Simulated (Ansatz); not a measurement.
Input and command of a calculation in Ansatz (plane waves; scalar-relativistic PAW potentials unless the input names others):

```yaml
crystal:
  lattice:
    - [9.8339483036, 0.0, 0.0]
    - [-4.9169741518, 8.5164490505, 0.0]
    - [0.0, 0.0, 6.2228962271]
  atoms:
    - { symbol: "Y", position: [0.3333333333, 0.6666666667, 0.4597399723] }
    - { symbol: "Y", position: [0.6666666667, 0.3333333333, 0.9597399723] }
    - { symbol: "Y", position: [0.1240676133, 0.2481352266, 0.2532627652] }
    - { symbol: "Y", position: [0.1240676133, 0.8759323867, 0.2532627652] }
    - { symbol: "Y", position: [0.7518647734, 0.8759323867, 0.2532627652] }
    - { symbol: "Y", position: [0.8759323867, 0.7518647734, 0.7532627652] }
    - { symbol: "Y", position: [0.8759323867, 0.1240676133, 0.7532627652] }
    - { symbol: "Y", position: [0.2481352266, 0.1240676133, 0.7532627652] }
    - { symbol: "Y", position: [0.5416806551, 0.0833613102, 0.4434876356] }
    - { symbol: "Y", position: [0.5416806551, 0.4583193449, 0.4434876356] }
    - { symbol: "Y", position: [0.9166386898, 0.4583193449, 0.4434876356] }
    - { symbol: "Y", position: [0.4583193449, 0.9166386898, 0.9434876356] }
    - { symbol: "Y", position: [0.4583193449, 0.5416806551, 0.9434876356] }
    - { symbol: "Y", position: [0.0833613102, 0.5416806551, 0.9434876356] }
    - { symbol: Rh, position: [0.8104708374, 0.6209416747, 0.1809954584] }
    - { symbol: Rh, position: [0.8104708374, 0.1895291626, 0.1809954584] }
    - { symbol: Rh, position: [0.3790583253, 0.1895291626, 0.1809954584] }
    - { symbol: Rh, position: [0.1895291626, 0.3790583253, 0.6809954584] }
    - { symbol: Rh, position: [0.1895291626, 0.8104708374, 0.6809954584] }
    - { symbol: Rh, position: [0.6209416747, 0.8104708374, 0.6809954584] }
basis:
  ecutwfc: 420
kpoints:
  mp_grid: { grid: [6, 6, 6] }
hamiltonian:
  xc: pbe
scf:
  occupations: { method: gaussian, width: 0.1 }
  mixing: { algorithm: anderson, beta: 0.3 }
  algorithm: direct_min
output:
  forces: true
  eigenvalues: true
  stress: true
```

```bash
ansatz run input.yaml --threads 4 --pin off --max-ram 10240MiB --backend cpu --events-out ev --progress --plain --runs-dir out
```

Abridged log:
```
Pseudopotentials: kind: paw
Pseudopotential: Y, paw, valence charge 11, recommended cutoff 420 eV (normal)
Pseudopotential: Rh, paw, valence charge 17, recommended cutoff 420 eV (normal)
Functional definition: PBE
Crystal: 20 atoms, lattice volume = 521.170 Å³
Basis set: ecut = 420 eV, 10233 PW (Γ), exchange–correlation on 144×144×90 points (8 copies of the dense FFT grid, shifted against one another)
Bands: 154, of which v1, the nominal top of the filled ones, is band 128 counted from 1 (127 counted from 0)
Symmetry: 12 space group operations
Space group: P63mc (ITA 186), of the structure as read, at distance tolerance 8.0e-5 Å
k-points: 28 of 216 (time reversal used)
Initial density: superposition of atomic densities (neutral atoms: chi_scale 0, normalization atom), corrected by the library's trained network
Initial wavefunctions: pseudopotential atomic-orbital guess
Functional: x = pbe(κ = 0.804, μ = 0.21951497), c = pbe(β = 0.06672455)
SCF iter   1: F=—  HF=-92310.659290 eV  |F-HF|=—  |Δ(HF+E_count)|=         —  Δρ=3.34e-3  dr2=1.53e-1  ethr=1.77e-3  ⟨swp⟩=6.0  Hψ=17366  notcnv=0
SCF iter   2: F=—  HF=-92310.656858 eV  |F-HF|=—  |Δ(HF+E_count)|=   2.43e-3  Δρ=1.18e-3  dr2=1.93e-2  ethr=5.99e-5  ⟨swp⟩=4.0  Hψ=9359  notcnv=0
SCF iter   3: F=—  HF=-92310.653047 eV  |F-HF|=—  |Δ(HF+E_count)|=   3.81e-3  Δρ=4.25e-4  dr2=1.51e-3  ethr=5.88e-7  ⟨swp⟩=4.6  Hψ=17411  notcnv=0
SCF iter   4: F=—  HF=-92310.652696 eV  |F-HF|=—  |Δ(HF+E_count)|=   3.50e-4  Δρ=9.65e-5  dr2=7.78e-5  ethr=5.88e-7  ⟨swp⟩=3.0  Hψ=8605  notcnv=0
SCF iter   5: F=—  HF=-92310.652684 eV  |F-HF|=—  |Δ(HF+E_count)|=   1.24e-5  Δρ=2.13e-5  dr2=3.33e-6  ethr=3.04e-8  ⟨swp⟩=3.5  Hψ=9221  notcnv=0
SCF iter   6: F=—  HF=-92310.652684 eV  |F-HF|=—  |Δ(HF+E_count)|=   1.71e-8  Δρ=7.93e-6  dr2=5.90e-7  ethr=1.30e-9  ⟨swp⟩=4.9  Hψ=9770  notcnv=0
SCF iter   7: F=—  HF=-92310.652684 eV  |F-HF|=—  |Δ(HF+E_count)|=   7.78e-8  Δρ=3.37e-6  dr2=8.43e-8  ethr=2.31e-10  ⟨swp⟩=3.0  Hψ=9395  notcnv=0
SCF iter   8: F=-92310.652684 eV  HF=-92310.652684 eV  |F-HF|=1.48e-8  |Δ(HF+E_count)|=   1.13e-8  Δρ=9.48e-7  dr2=1.65e-8  ethr=3.29e-11  ⟨swp⟩=3.8  Hψ=8877  notcnv=0
SCF 1 converged in 8 iterations: F = -92310.652684 eV  dr2 = 1.65e-8
  Residual-converged pass: ⟨swp⟩=3.0  Hψ=8307  notcnv=0  max |occ|·‖R‖ = 6.4e-6 eV (tolerance 6.7e-6 eV) dr2=1.84e-8  dr2_onsite=4.13e-10  max |Δocc| = 6.2e-9
SCF converged after 8 iterations
Stability not checked: this state was not tested for a lower state beside it, because a direct minimisation reached the state, and no test of it is asked (direct_minimisation; see scf.lower_state_search)
Free energy (F): -92310.652684 eV
Harris-Foulkes:  -92310.652684 eV  (|F-HF|=1.48e-8)
Internal energy: -92310.582427 eV  (E = F + TS)
E sigma→0 (E₀):  -92310.617555 eV
Entropy (-TS):   -0.070257 eV (-3.513 meV/atom)
Fermi energy:    11.912830 eV
--- Forces (eV/Å), atoms counted from 1 ---
  atom   1  Y      0.00000000     0.00000000    -0.00459101
  atom   2  Y      0.00000000     0.00000000    -0.00459101
  atom   3  Y      0.00000000     0.00411406     0.00497988
  atom   4  Y      0.00356288    -0.00205703     0.00497988
  atom   5  Y     -0.00356288    -0.00205703     0.00497988
  atom   6  Y      0.00000000    -0.00411406     0.00497988
  atom   7  Y     -0.00356288     0.00205703     0.00497988
  atom   8  Y      0.00356288     0.00205703     0.00497988
  atom   9  Y      0.00000000    -0.00764163    -0.00103066
  atom  10  Y     -0.00661785     0.00382082    -0.00103066
  atom  11  Y      0.00661785     0.00382082    -0.00103066
  atom  12  Y      0.00000000     0.00764163    -0.00103066
  atom  13  Y      0.00661785    -0.00382082    -0.00103066
  atom  14  Y     -0.00661785    -0.00382082    -0.00103066
  atom  15  Rh     0.00000000     0.00266783    -0.00245914
  atom  16  Rh     0.00231041    -0.00133391    -0.00245914
  atom  17  Rh    -0.00231041    -0.00133391    -0.00245914
  atom  18  Rh     0.00000000    -0.00266783    -0.00245914
  atom  19  Rh    -0.00231041     0.00133391    -0.00245914
  atom  20  Rh     0.00231041     0.00133391    -0.00245914
--- Stress (GPa, compression-positive) ---
        0.005580       0.000000       0.000000
        0.000000       0.005580       0.000000
        0.000000       0.000000      -0.045629
  P = ⅓ Tr σ = -0.0115 GPa (-0.115 kbar)
```

Apart from outputs, empty bands and the relaxation, which only the reference makes, the input differs from a reference run on usual settings in scf.mixing.algorithm: not typed → "anderson"; scf.mixing.beta: not typed → 0.3; scf.algorithm: not typed → "direct_min". The reference, at the same geometry, ended its own course with pressure -0.01 GPa, largest force 0.008 eV/Å, no gap on the mesh. This run converged in 8 SCF iterations with an energy at zero smearing within 0.01 meV/atom of the reference's, pressure -0.01 GPa, largest force 0.008 eV/Å, no gap on the mesh.

Time: 2.7 min on 4 threads of Intel(R) Xeon(R) 6975P-C (Granite Rapids), on a shared host, peak memory 5.3 GiB.